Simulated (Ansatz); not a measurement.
Relaxed Al2Cu (Al2Cu type, space group I4/mcm):

```xyz
6
Lattice="-3.0298 3.0298 2.4373 3.0298 -3.0298 2.4373 3.0298 3.0298 -2.4373" Properties=species:S:1:pos:R:3 pbc="T T T"
Al     0.9591     3.9889     0.0000
Al     0.9591     2.0707     2.4373
Al     2.0707     0.9591     0.0000
Al     2.0707    -0.9591     2.4373
Cu     0.0000     0.0000     1.2186
Cu     0.0000     0.0000     3.6559
```

Scan: atom 1 (Al, nearest neighbour Cu at 2.587 Å; its periodic images, 4.9 Å or more away, move with it) is displaced along Cartesian x, direction (1.000, 0.000, 0.000) in Cartesian axes, by s. The other atoms stay.

Calculation: PBE (plane waves to 420 eV, PAW, scalar-relativistic; Ansatz, a program for electronic structure). k mesh 10×10×10 (Γ-centred), Fermi-Dirac smearing 0.05 eV. E stands for the smeared free energy. With partly filled bands, energies and forces of such displacements shift with the k mesh and the smearing. Al2Cu is run without spin polarisation. Al2Cu was relaxed with its symmetry unable to fall. The zero of ΔE is the undisplaced structure. The last digit holds for this mesh only.

```tsv
s (Å)	ΔE (meV/cell)
-0.780	1507.0
-0.624	957.0
-0.468	540.2
-0.312	244.3
-0.156	63.6
0.000	0.0
0.156	65.2
0.312	282.6
0.468	688.7
0.624	1335.7
0.780	2291.3
```

Q: What force constant k = d²E/ds² at s = 0 does the table give?

A: 5.3 eV/Å². It is the second difference of the nearest points, corrected with the next pair.

Q: With k = 5.25 eV/Å² from the forces, is the well harmonic out to s = 0.780 Å?

A: ½ks² = 1598 meV/cell against the computed 2291 meV/cell, so the well is stiffer than harmonic there.

(A displaced cell: forces are minus the slopes of the energy, force constants its curvatures, and phonons follow from these.)
